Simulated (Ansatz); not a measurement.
KI (rock salt)

```
KI
1.0
    0.00000     3.59063     3.59063
    3.59063     0.00000     3.59063
    3.59063     3.59063     0.00000
I K
1 1
Direct
  0.00000   0.00000   0.00000
  0.50000   0.50000   0.50000
```

The slice is a {111} plane (indices of the conventional cell) through the point (0.500, 0.500, 0.500) (fractional), spanned by u = [100] and v = [-1 2 0] in vectors of this cell: u (5.08 Å) and v (8.80 Å, at 90° to u). It covers one period; positions are fractions (u, v).

Computed with PBE (plane waves to 420 eV, PAW, scalar-relativistic; Ansatz, a quantum-chemistry and plane-wave program). k mesh 8×8×8. Inside the PAW spheres the values are not all-electron values, and peaks at nuclei hang on which shells count as valence. KI was relaxed with its symmetry unable to fall. Spin-orbit coupling is left out, though I is heavy. The relaxed volume of KI is well above the measured one; the method has no dispersion term.

Task: Sketch the valence electron density on this plane as a map.

Result: 
```
|@@*:     :*@|
|#*-.  .  .-*|
|-:.  ...  .:|
|     ...    |
|            |
|..         .|
|..  .:-:.  .|
|.  .-*#*-.  |
|   :*@@@*:  |
|   -#@@@#-  |
|   :*@@@*:  |
|.  .-*#*-.  |
|..  .:-:.  .|
|..         .|
|            |
|     ...    |
|-:.  ...  .:|
|#*-.  .  .-*|
|@@*:     :*@|
|@@#-     -#@|
```
Scale: ten equal steps from -1.87 (start of ' ') to 0.61 (end of '@'), in the order ' .:-=+*#%@'. Values: log₁₀ of the valence density in e/Å³. The map has 12 points along u (one character each, u = 0 at the left) and 20 along v (v = 0 in the bottom row). The scale is logarithmic, as a density can span decades between atoms and voids.
